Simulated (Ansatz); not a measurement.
Consider the following.

NbAs:
```
CELL_PARAMETERS angstrom
      3.21748     0.00000     0.00000
      0.00000     3.21748     0.00000
      0.00000     0.00000     3.21748
ATOMIC_POSITIONS crystal
  Nb 0.00000 0.00000 0.00000
  As 0.50000 0.50000 0.50000
```

This is the PBE-relaxed structure.

All from PBE (plane waves, PAW; program Ansatz), unless another level is named. Predict the electronic character.

metallic (no gap).

What about the density of states at the Fermi level?

0.61 states/eV per atom (mean over ±0.08 eV).

And the formation energy from the elements (no fitted shifts)?

-0.43 eV/atom.

And the gap with spin–orbit coupling?

none (metallic).

Space group Pm-3m (CsCl type). A made-up cell: these elements were put on the sites of a structure type; neither database checked (COD, Materials Project) lists it. COD files the formula under space group No. 109, so this cell is another polymorph or a model. Its standing as an ambient phase is unchecked. The PBE relaxation kept the symmetry of its start; whether a distortion lowers the energy is not shown. No spin polarisation was allowed. The references are the lowest solids computed at this level, not always the standard phases. Scalar-relativistic: spin–orbit coupling is off unless named, which matters more the heavier the elements.

Potentials: the later of the program's two PAW sets.
